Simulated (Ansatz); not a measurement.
Relaxed La2O3 (A-La2O3 type, space group P-3m1):

```yaml
crystal:
  lattice:
    - [3.90611, 0.00000, 0.00000]
    - [-1.95305, 3.38279, 0.00000]
    - [0.00000, 0.00000, 6.04025]
  atoms:
    - { symbol: La, position: [0.33333, 0.66667, 0.24537] }
    - { symbol: La, position: [0.66667, 0.33333, 0.75463] }
    - { symbol: O, position: [0.00000, 0.00000, 0.00000] }
    - { symbol: O, position: [0.33333, 0.66667, 0.64601] }
    - { symbol: O, position: [0.66667, 0.33333, 0.35399] }
```

In each cell atom 5 (O, nearest neighbour La at 2.349 Å; its periodic images, 3.9 Å or more away, move with it) moves by s·(0.707, 0.707, 0.000) (along Cartesian [110]), the rest being held.

Computed with PBEsol (plane waves to 420 eV, PAW, scalar-relativistic; Ansatz, a first-principles code). k mesh 8×8×5 (Γ-centred), Fermi-Dirac smearing 0.05 eV. E stands for the smeared free energy. Left out: 2 of 11 points, with atoms too close for the PAW data. La2O3 is run without spin polarisation. La2O3 was relaxed with its symmetry unable to fall. The zero of ΔE is the undisplaced structure.

Successive frames, forces in eV/Å:

```json
[
 {"frame": "s = -0.094 Å", "ΔE (meV/cell)": "33", "F on La1": "(-0.257, -0.307, -0.046)", "F on La2": "(-0.056, -0.056, 0.005)", "F on O3": "(-0.083, -0.082, -0.009)", "F on O4": "(-0.068, -0.079, 0.013)", "F on O5": "(0.464, 0.524, 0.037)"},
 {"frame": "s = 0.000 Å", "ΔE (meV/cell)": "0", "F on La1": "(0.000, 0.000, 0.000)", "F on La2": "(0.000, 0.000, 0.000)", "F on O3": "(0.000, 0.000, 0.000)", "F on O4": "(0.000, 0.000, 0.000)", "F on O5": "(0.000, 0.000, 0.000)"},
 {"frame": "s = 0.094 Å", "ΔE (meV/cell)": "36", "F on La1": "(0.358, 0.308, -0.050)", "F on La2": "(0.057, 0.056, 0.006)", "F on O3": "(0.080, 0.082, -0.010)", "F on O4": "(0.089, 0.079, 0.015)", "F on O5": "(-0.585, -0.525, 0.039)"}
]
```

Task: What are the energy and the forces in the next frame, s = 0.188 Å?

Result: ΔE (meV/cell) = 152.

| atom | Fx | Fy | Fz |
|---|---|---|---|
| La1 | 0.854 | 0.645 | -0.212 |
| La2 | 0.113 | 0.111 | 0.028 |
| O3 | 0.158 | 0.163 | -0.040 |
| O4 | 0.199 | 0.157 | 0.061 |
| O5 | -1.324 | -1.076 | 0.163 |

(For displaced atoms, the force is minus the slope of the energy, and its curvature is a force constant, which sets phonon frequencies.)
